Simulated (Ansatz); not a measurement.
MnAs, one cell by several methods

```
Mn As
1.0
     3.71000    0.00000    0.00000
    -1.85500    3.21295    0.00000
     0.00000    0.00000    5.69100
Mn As
2 2
Direct
  0.00000 0.00000 0.00000
  0.00000 0.00000 0.50000
  0.33333 0.66667 0.25000
  0.66667 0.33333 0.75000
```

Atoms are numbered in the order listed.

Conventional cell: a = 3.710 Å, b = 3.710 Å, c = 5.691 Å, α = 90.00°, β = 90.00°, γ = 120.00°. Mn (atom 1) has 6 As at 2.57 Å and 2 Mn at 2.85 Å as nearest neighbours. As (atom 3) is surrounded by 6 Mn at 2.57 Å.

The geometry is COD entry 9008898, unchecked; take it as a test cell. It is an old determination, and later ones may differ.

Other magnetic orders may lie lower; this is the state that the run reached.

Levels of theory: DFT, PBE, PAW with Ansatz's default frozen-core files, scalar-relativistic (Ansatz 0.2.0); DFT, PBE, all-electron PAW with datasets made for the crystal, scalar-relativistic (Ansatz 0.2.0); DFT, PBE, all-electron LAPW, scalar-relativistic (Ansatz 0.2.0).

For PAW: a Γ-centred 11×11×7 k mesh, Fermi–Dirac smearing of 0.05 eV, cutoff 420 eV, spin-polarised from start moments Mn1 4, Mn2 4 μB. The crystal-made all-electron datasets (AE datasets) take a cutoff of 320 eV at this cell. LAPW targets a basis error of 1 meV/atom. The Ansatz runs share mesh, smearing and spin set-up. Plane-wave (PAW) pressures include the program's estimate of the Pulay term.

Stress and pressure are positive in compression.

In a metal, gradients converge slowly with the k mesh: the values move by tens of per cent from one mesh to another, at times in sign, so only the comparison on one mesh counts.

Levels count from the Fermi level.

```tsv
quantity	PAW	AE datasets	LAPW
pressure (GPa)	-3.61	-3.59	-3.59
stress xx (GPa)	-2.78	-2.76	-2.76
stress zz (GPa)	-5.26	-5.26	-5.25
moment of the cell (μB)	6.252	6.253	6.253
highest filled spin-up level at L (eV)	-1.931	-1.934	-1.934
lowest empty spin-up level at L (eV)	0.461	0.460	0.460
highest filled spin-up level at M (eV)	-0.561	-0.559	-0.559
lowest empty spin-up level at M (eV)	1.048	1.047	1.047
highest filled spin-up level at Γ (eV)	-0.487	-0.492	-0.491
lowest empty spin-up level at Γ (eV)	0.541	0.538	0.539
field gradient Vzz at Mn1 (10²¹ V/m²)	-4.10	-4.14	–
field gradient Vzz at As3 (10²¹ V/m²)	1.34	1.36	–
```
